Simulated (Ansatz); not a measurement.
HfTe (CsCl type, Pm-3m) under volume change, r²SCAN (plane waves, PAW; program Ansatz), scaled uniformly.

```tsv
V (Å³/atom)	E − E(relaxed) (meV/atom)	P (GPa)
20.033	75.0	13.20
20.693	31.5	8.07
21.354	7.4	3.71
22.014	0.0	0.00
22.675	6.7	-3.16
23.335	25.4	-5.83
23.996	54.2	-8.10
```

Task: What does a third-order Birch–Murnaghan fit give for V₀, B₀ and B′?

Result: V₀ = 22.01 Å³/atom, B₀ = 114 GPa, B′ = 4.4.

A made-up cell: these elements were put on the sites of a structure type; neither database checked (COD, Materials Project) lists it. Whether it is the stable phase at ambient conditions was not checked. The r²SCAN relaxation kept the symmetry of its start; whether a distortion lowers the energy is not shown. No spin polarisation was allowed. Scalar-relativistic: spin–orbit coupling is off unless named, which matters more the heavier the elements.

Potentials: the earlier of the program's two PAW sets.
